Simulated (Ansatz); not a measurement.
The cell below belongs to a search over invented structures; it isn't taken from experiment.

Input and command of a plane-wave DFT calculation in Ansatz:

```yaml
crystal:
  lattice:
    - [1.4417946752, 0.8324205439, 16.4676695961]
    - [-1.4417946752, 0.8324205439, 16.4676695961]
    - [0.0, -1.6648410877, 16.4676695961]
  atoms:
    - { symbol: Al, position: [0.4310169563, 0.4310169563, 0.4310169563] }
    - { symbol: Al, position: [0.1436463565, 0.1436463565, 0.1436463565] }
    - { symbol: Al, position: [0.8563536435, 0.8563536435, 0.8563536435] }
    - { symbol: Al, position: [0.5689830437, 0.5689830437, 0.5689830437] }
    - { symbol: Ga, position: [0.71698033, 0.71698033, 0.71698033] }
    - { symbol: Ga, position: [0.0, 0.0, 0.0] }
    - { symbol: Ga, position: [0.28301967, 0.28301967, 0.28301967] }
basis:
  ecutwfc: 420
kpoints:
  mp_grid: { grid: [12, 12, 12] }
hamiltonian:
  xc: pbe
scf:
  occupations: { method: gaussian, width: 0.1 }
output:
  forces: true
  stress: true
  eigenvalues: true
  write_density: true
  write_potential: true
  elf: true
  volumetric_format: npy
relax:
  adjacent_minimum: "off"
  f_tol: 0.01
  max_steps: 30
  cell: { stress_tol: 0.1, fix: [volume] }
```

```bash
ansatz run input.yaml --threads 1 --pin off --max-ram 2560MiB --backend cpu --events-out ev --progress --plain --runs-dir out
```

Processor: Intel(R) Xeon(R) 6975P-C (Granite Rapids), 1 thread, on a host shared with other jobs.

How long does it run, and how much memory does it take?

About 98 s, peak memory 0.83 GiB. It solves 33 bands at 189 k points (after reduction by symmetry) with about 2317 plane waves, in 22 SCF iterations over 4 ionic steps.
